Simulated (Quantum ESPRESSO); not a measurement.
Empty bands for a GW run on RbH (rock salt, space group Fm-3m, No. 225): 119 bands on a 4×4×4 mesh, PBEsol, PseudoDojo standard norm-conserving files, scalar-relativistic, Quantum ESPRESSO. The input, in which only the diagonalization keyword changes:

```
&CONTROL
  calculation = 'nscf'
  pseudo_dir = './pseudo'
  outdir = './out'
/
&SYSTEM
  ibrav = 0
  nat = 2
  ntyp = 2
  ecutwfc = 72.0
  ecutrho = 288.0
  occupations = 'fixed'
  force_symmorphic = .true.
  nbnd = 119
/
&ELECTRONS
  conv_thr = 2e-09
  diago_full_acc = .true.
  diago_thr_init = 1e-08
  diagonalization = 'david'
/
ATOMIC_SPECIES
H 1.0080 H.upf
Rb 85.4678 Rb.upf
CELL_PARAMETERS angstrom
  0.000000000000   3.004080000000   3.004080000000
  3.004080000000   0.000000000000   3.004080000000
  3.004080000000   3.004080000000   0.000000000000
ATOMIC_POSITIONS crystal
H   0.000000000000   0.000000000000   0.000000000000
Rb   0.500000000000   0.500000000000   0.500000000000
K_POINTS automatic
4 4 4 0 0 0
```

| diagonalization | mean iterations per k point | rough time | largest change of an eigenvalue (eV) |
|---|---|---|---|
| david | 18 | 1 | – |
| cg | 47 | about 5× | 1e-06 |
| paro | 14 | within a factor of two | 8e-09 |

An iteration means different work in each solver, so the counts don't rank them. Times are rough ratios from shared machines.

Geometry of the Materials Project entry, not relaxed at this level.
